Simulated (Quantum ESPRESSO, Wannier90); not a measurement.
Te (C2/m): Wannier90 run

Cell from Materials Project (mp-570459), symmetrised, no further relaxation. Not found in the COD (Crystallography Open Database) copy used, which has the formula in other groups; not checked further. Level: LDA, no spin polarisation, no spin-orbit coupling; pw.x of Quantum ESPRESSO at 66 Ry with PseudoDojo potentials, 8×8×6 k-points, Wannier90. Density: 8×8×6 mesh, cold smearing 0.01 Ry. Spin-orbit coupling is left out although heavy elements are present.

On the energy scale of pw.x, whose zero is arbitrary, the Fermi level lies at 9.34 eV.

Isolated groups of bands, relative to the Fermi level (bands from 19 on overlap up to the last one computed):

```json
[
 {"bands": "1–15", "from (eV)": "-37.36", "to (eV)": "-36.96", "filling": "filled", "weight on atomic waves": "Te 4d 100 %"},
 {"bands": "16–18", "from (eV)": "-13.72", "to (eV)": "-8.48", "filling": "filled", "weight on atomic waves": "Te 5s 89 %, Te 5p 11 %"}
]
```

Input w.win:

```
num_bands = 21
num_wann = 12
exclude_bands = 1-15
num_iter = 800
conv_tol = 1.0e-6
conv_window = 4
dis_num_iter = 1000
dis_conv_tol = 1.0e-6
dis_froz_max = 1.50
write_hr = true
write_u_matrices = true
begin projections
f=-0.32252,-0.30038,-0.33912: s;p
f=0.29964,0.31307,0.33318: s;p
f=-0.01234,0.00282,-0.00191: s;p
end projections
begin unit_cell_cart
ang
    3.8202900000   -2.1482050000    0.0000000000
    3.8202900000    2.1482050000    0.0000000000
   -0.0942870000    0.0000000000    5.9760860000
end unit_cell_cart
begin atoms_frac
Te  -0.3094500000 -0.3094500000 -0.3388100000
Te   0.3094500000  0.3094500000  0.3388100000
Te   0.0000000000  0.0000000000  0.0000000000
end atoms_frac
mp_grid = 8 8 6
begin kpoints
0.0000000000 0.0000000000 0.0000000000
0.0000000000 0.0000000000 0.1666666667
0.0000000000 0.0000000000 0.3333333333
... (381 more lines: the 8x8x6 mesh through Gamma)
end kpoints
```

The run ends without an error message, but its bands miss those of pw.x by 174 meV rms and 0.56 eV at worst (states up to 1.0 eV relative to the Fermi level).

What is the mistake?

Window typed relative to the reference level, not as an absolute energy. With that mended (12 functions from bands 16-36 of the 36 computed, start hydrogen-like Te: s;p, centres 0.05 Å off the atoms, frozen window up to 1.50 eV relative to the Fermi level, outer window open) the misfit is 1.8 meV rms.
